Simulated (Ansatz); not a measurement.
Vibrational response of Ti5WC6

All numbers below come from DFT PBE, scalar-relativistic, plane waves, PAW in Ansatz. Plane waves to 420 eV; Γ-centred k mesh 12×12×4; Fermi-Dirac smearing of 0.15 eV. No spin polarisation. Phonons by linear response, acoustic sum rule imposed.

The cell, relaxed at this level:
```
CELL_PARAMETERS angstrom
3.06506 0.00000 0.00000
-1.53253 2.65442 0.00000
0.00000 0.00000 15.06240
ATOMIC_POSITIONS crystal
Ti 0.66667 0.33333 0.66883
Ti 0.33333 0.66667 0.33117
Ti 0.66667 0.33333 0.16522
Ti 0.00000 0.00000 0.00000
Ti 0.33333 0.66667 0.83478
W 0.00000 0.00000 0.50000
C 0.33333 0.66667 0.58366
C 0.66667 0.33333 0.41634
C 0.00000 0.00000 0.24991
C 0.33333 0.66667 0.08330
C 0.66667 0.33333 0.91670
C 0.00000 0.00000 0.75009
```

It was reached by relaxing an invented guess, and it needn't be the stable form of this composition. In a metal, frequencies depend on the k mesh and the smearing, soft modes most. Spin–orbit coupling is left out, which matters for heavy elements.

Task: Is this structure stable against zone-centre distortions?

Result: Yes, at Γ: no optical mode is imaginary. Strains and other wave vectors aren't tested by this run.

Task: List the optical modes at Γ (i marks imaginary ones).

Result:
```
frequency (THz)  degeneracy
           2.54           2
           3.93           2
           4.55           1
           4.78           2
           6.10           1
           6.45           2
           7.28           2
           8.46           1
          11.01           1
          12.82           1
          15.41           2
          15.71           1
          15.97           2
          16.02           2
          16.35           2
          16.87           2
          17.22           1
          17.76           1
          17.80           2
          20.10           1
          20.36           1
          21.48           1
```
